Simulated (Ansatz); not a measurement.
A geometry of Mg away from equilibrium: the start of the relaxation of a relaxed Mg cell displaced along its unstable phonon at q = (½, ½, 0) of its primitive reciprocal cell (103i cm⁻¹), largest move 0.15 Å. The numbers are results of PBEsol (plane waves to 420 eV, PAW, scalar-relativistic; Ansatz, a quantum-chemistry and plane-wave program), not measurements. Γ-centred k-mesh 8×8×8 on the run's cell (coarser than for final values), Fermi–Dirac smearing 0.05 eV.

```xyz
4
Lattice="0.0000 6.7821 6.7821 3.3911 3.3911 6.7821 3.3911 3.3911 0.0000" Properties=species:S:1:pos:R:3 pbc="T T T"
Mg     5.1225     4.9409     5.0866
Mg     5.0508     8.6233     8.4777
Mg     3.2454     3.4269     3.3911
Mg     3.5367     6.7463     6.7821
```

Task: What forces act on the atoms (eV/Å)?

Result: 
| atom | Fx | Fy | Fz |
|---|---|---|---|
| Mg1 | 0.03 | -0.14 | -0.02 |
| Mg2 | -0.03 | 0.14 | -0.02 |
| Mg3 | -0.14 | 0.03 | 0.02 |
| Mg4 | 0.14 | -0.03 | 0.02 |

Task: What is the pressure?

Result: -0.2 GPa, compression positive.

Task: How far above the relaxed end point is this geometry?

Result: 0.81 eV/atom; the path ends in Fm-3m (No. 225) (fcc (Cu type)).

No spin polarisation in the result.

The run could not lose the symmetry of its start: the end is stationary, and may be a saddle point rather than a minimum.

The end of the path is a generated cell of Mg: the first start was made by placing the elements on the sites of a structure type, and the end was not matched to a known phase here, so it may be hypothetical. Known forms of Mg include space group No. 194.
